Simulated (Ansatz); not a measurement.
**Notes on YMgAg**

```
Y Ag Mg
1.0
     7.65728    0.00000    0.00000
    -3.82864    6.63140    0.00000
     0.00000    0.00000    4.13599
Y Ag Mg
3 3 3
Direct
  0.59500 0.00000 0.50000
  0.40500 0.40500 0.50000
  0.00000 0.59500 0.50000
  0.33330 0.66670 0.00000
  0.66670 0.33330 0.00000
  0.00000 0.00000 0.50000
  0.25000 0.00000 0.00000
  0.75000 0.75000 0.00000
  0.00000 0.25000 0.00000
```

Level: LDA, no spin polarisation; 420 eV; 5×5×8 Γ-centred mesh; fermi-dirac occupations (width 0.1 eV); Ansatz 0.2.0, fixed geometry.

What happens at the Fermi level?

It is a metal, with about 8.5 states/eV a cell as the mean within 0.25 eV of the Fermi level.

What do density and ELF say about some of the short contacts?

Ag–Mg at 2.82 Å: least valence density 0.15 e/Å³ and ELF 0.12 there. Y–Ag at 3.10 Å: least valence density 0.17 e/Å³ and ELF 0.19 there. Mg–Mg at 3.32 Å: least valence density 0.10 e/Å³ and ELF 0.39 there. These are pseudo-fields; inside the PAW spheres they differ from the all-electron ones.

Is it stable against the elements?

-0.30 eV an atom against the elements' usual phases (free molecules for gases, crystals otherwise, with no correction for O₂ or N₂), so it is bound against them; other compounds may still compete. Relaxing would lower it.

Is the cell too large or too small?

The pressure is -3.9 GPa (compression positive), so with the atoms held at these fractions the cell would first shrink.

Origin: a database entry at a rescaled volume.
